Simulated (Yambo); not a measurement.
## How GW settings move the gap: RbCaH3

G0W0@LDA for RbCaH$_{3}$ (cubic perovskite, space group Pm-3m, No. 221) in Yambo. Reference settings: 4×4×4 Γ-centred k mesh, 162 bands and a 8 Ry block in the screening, 162 bands in G with the Bruneval-Gonze terminator, plasmon pole fitted at 27.2 eV. The LDA gap M → M on this mesh is 2.92 eV; G0W0 gaps are taken between the same points.

```
change from the reference                                G0W0 gap M → M (eV)  shift of the valence edge (eV)        rough Yambo cost
-------------------------------------------------------  -------------------  ------------------------------  ----------------------
reference settings                                                      5.64                           -1.64                       1
33 bands in W, 33 bands in G                                            5.57                           -1.14               about 1/5
wavefunctions cut at 30 Ry                                              5.64                           -1.64  within a factor of two
33 bands in W, 33 bands in G, 6 Ry block                                5.56                           -1.13               about 1/7
56 bands in W, 56 bands in G, 2 Ry block                                5.39                           -1.27               about 1/6
56 bands in W, 56 bands in G, 3 Ry block                                5.47                           -1.31               about 1/6
56 bands in W, 56 bands in G, 6 Ry block                                5.56                           -1.37               about 1/4
123 bands in W, 123 bands in G, 2 Ry block                              5.35                           -1.33               about 1/3
123 bands in W, 123 bands in G, 6 Ry block                              5.59                           -1.56  within a factor of two
5 Ry block                                                              5.55                           -1.56  within a factor of two
6 Ry block                                                              5.59                           -1.59  within a factor of two
33 bands in W, 33 bands in G, no terminator                             5.58                           -0.89               about 1/5
56 bands in W, 56 bands in G, 3 Ry block, no terminator                 5.50                           -1.20               about 1/4
86 bands in W, 86 bands in G, 3 Ry block, no terminator                 5.47                           -1.34               about 1/3
3 Ry block, no terminator                                               5.43                           -1.44  within a factor of two
```

The reference isn't shown to be the converged limit. Costs are rough (shared machines), scaled to the same edge states, and given only for runs that recompute the screening.

The cell is held in this high symmetry; tilts and polar distortions were not searched.

Geometry of the Materials Project entry, not relaxed at this level; primitive cell a = 4.5210 Å, b = 4.5210 Å, c = 4.5210 Å, α = 90.00°, β = 90.00°, γ = 90.00°.

A shift is the quasiparticle energy of the state minus its LDA energy.
